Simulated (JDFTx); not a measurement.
An input for JDFTx (a modified build) (Ru(1 0 -1 0), soft-sphere model, water, 1 M NaF; bohr, hartree) and the course of its log:

```
lattice \
  5.1170574511 0.0000000000 0.0000000000 \
  0.0000000000 8.0655400725 0.0000000000 \
  0.0000000000 0.0000000000 40.6291116795
coords-type Lattice
ion Ru 0.2500000000 0.7500000000 -0.1239107099 0
ion Ru 0.7500000000 0.2500000000 -0.0919312063 0
ion Ru 0.7500000000 0.7500000000 -0.0181786800 0
ion Ru 0.2500000000 0.2500000000 0.0181786800 0
ion Ru 0.2500000000 0.7500000000 0.0919312063 0
ion Ru 0.7500000000 0.2500000000 0.1239107099 0
ion-species pseudo/ru_pbe_v1.2.upf
elec-cutoff 20 100
elec-ex-corr gga-PBE
coulomb-interaction Slab 001
coulomb-truncation-embed 0 0 0
kpoint-folding 8 6 1
elec-smearing Fermi 0.01
elec-n-bands 61
target-mu -0.056594
electronic-scf nIterations 100 energyDiffThreshold 1e-07
fluid LinearPCM
pcm-variant SoftSphere
fluid-solvent H2O
fluid-cation Na+ 1
fluid-anion F- 1
fluid-minimize nIterations 400 knormThreshold 1e-12
wavefunction read f2.wfns
elec-initial-eigenvals f2.eigenvals
elec-initial-fillings read f2.fillings
fluid-initial-state f2.fluidState
dump-name f2_u0.$VAR
dump End State Ecomponents EigStats BandEigs Forces ElecDensity IonicPositions Fillings Kpoints Dtot FluidDebug BoundCharge FluidDensity
```

```
[one cycle in 5 is shown, and the last three; fluid-solver lines are left out]
	FillingsUpdate:  mu: -0.056594000  nElectrons: 100.857715
SCF: Cycle:  0   G: -563.949492661516274   dG: +1.234e+00   |Residual|: 3.043e-01   |deigs|: 1.260e-06
	FillingsUpdate:  mu: -0.056594000  nElectrons: 97.200519
SCF: Cycle:  5   G: -565.173953026201502   dG: -1.680e-01   |Residual|: 6.419e-02   |deigs|: 6.282e-03
	FillingsUpdate:  mu: -0.056594000  nElectrons: 96.855661
SCF: Cycle: 10   G: -565.192898433801247   dG: -1.695e-03   |Residual|: 7.851e-03   |deigs|: 7.994e-04
	FillingsUpdate:  mu: -0.056594000  nElectrons: 97.126064
SCF: Cycle: 15   G: -565.196331417419401   dG: +1.096e-03   |Residual|: 7.636e-03   |deigs|: 8.635e-04
	FillingsUpdate:  mu: -0.056594000  nElectrons: 96.850485
SCF: Cycle: 20   G: -565.191909470081896   dG: +1.043e-02   |Residual|: 1.594e-02   |deigs|: 5.750e-03
	FillingsUpdate:  mu: -0.056594000  nElectrons: 96.859869
SCF: Cycle: 25   G: -565.190272650906650   dG: +9.337e-03   |Residual|: 2.431e-02   |deigs|: 5.677e-03
	FillingsUpdate:  mu: -0.056594000  nElectrons: 96.660997
SCF: Cycle: 30   G: -565.187266028169006   dG: +8.154e-03   |Residual|: 1.672e-02   |deigs|: 5.751e-03
	FillingsUpdate:  mu: -0.056594000  nElectrons: 96.711806
SCF: Cycle: 35   G: -565.186583682519654   dG: +2.891e-04   |Residual|: 2.340e-02   |deigs|: 2.388e-04
	FillingsUpdate:  mu: -0.056594000  nElectrons: 96.939565
SCF: Cycle: 40   G: -565.194661299546851   dG: -2.680e-03   |Residual|: 6.829e-03   |deigs|: 2.634e-03
	FillingsUpdate:  mu: -0.056594000  nElectrons: 96.637734
SCF: Cycle: 45   G: -565.185364172809159   dG: +4.450e-03   |Residual|: 2.299e-02   |deigs|: 2.219e-03
	FillingsUpdate:  mu: -0.056594000  nElectrons: 97.143369
SCF: Cycle: 50   G: -565.197790289215959   dG: -1.734e-03   |Residual|: 7.413e-03   |deigs|: 1.188e-03
	FillingsUpdate:  mu: -0.056594000  nElectrons: 97.463154
SCF: Cycle: 55   G: -565.202360730512510   dG: -1.509e-03   |Residual|: 1.052e-02   |deigs|: 7.317e-04
	FillingsUpdate:  mu: -0.056594000  nElectrons: 97.408536
SCF: Cycle: 60   G: -565.201969831923861   dG: +1.038e-03   |Residual|: 9.185e-03   |deigs|: 5.120e-04
	FillingsUpdate:  mu: -0.056594000  nElectrons: 97.797945
SCF: Cycle: 65   G: -565.208246023488755   dG: +4.985e-05   |Residual|: 1.239e-02   |deigs|: 7.390e-05
	FillingsUpdate:  mu: -0.056594000  nElectrons: 97.074622
SCF: Cycle: 70   G: -565.194567219723922   dG: +4.462e-03   |Residual|: 1.305e-02   |deigs|: 2.483e-03
	FillingsUpdate:  mu: -0.056594000  nElectrons: 97.502612
SCF: Cycle: 75   G: -565.200337642207046   dG: +6.408e-03   |Residual|: 7.966e-03   |deigs|: 3.596e-03
	FillingsUpdate:  mu: -0.056594000  nElectrons: 97.496071
SCF: Cycle: 80   G: -565.200739543742998   dG: +1.315e-03   |Residual|: 8.063e-03   |deigs|: 6.012e-04
	FillingsUpdate:  mu: -0.056594000  nElectrons: 97.933277
SCF: Cycle: 85   G: -565.206580645581653   dG: +3.281e-03   |Residual|: 1.124e-02   |deigs|: 1.988e-03
	FillingsUpdate:  mu: -0.056594000  nElectrons: 97.873455
SCF: Cycle: 90   G: -565.205093029914337   dG: +2.881e-03   |Residual|: 1.085e-02   |deigs|: 1.626e-03
	FillingsUpdate:  mu: -0.056594000  nElectrons: 97.470692
SCF: Cycle: 95   G: -565.199278305361304   dG: +1.119e-04   |Residual|: 1.192e-02   |deigs|: 1.742e-04
	FillingsUpdate:  mu: -0.056594000  nElectrons: 98.019554
SCF: Cycle: 97   G: -565.204337971638211   dG: -6.156e-03   |Residual|: 1.497e-02   |deigs|: 3.433e-03
	FillingsUpdate:  mu: -0.056594000  nElectrons: 97.719799
SCF: Cycle: 98   G: -565.202536340459915   dG: +1.802e-03   |Residual|: 1.286e-02   |deigs|: 1.483e-03
	FillingsUpdate:  mu: -0.056594000  nElectrons: 97.112320
SCF: Cycle: 99   G: -565.194966710655990   dG: +7.570e-03   |Residual|: 1.404e-02   |deigs|: 4.191e-03
SCF: None of the convergence criteria satisfied after 100 iterations.
IonicMinimize: Iter:   0  G: -565.194966710655990  |grad|_K:  0.000e+00
IonicMinimize: Converged (|grad|_K<1.000000e-04).
```

This run gave no converged result. The electronic loop ended without meeting its threshold, so the last energy, electron count and forces aren't results.
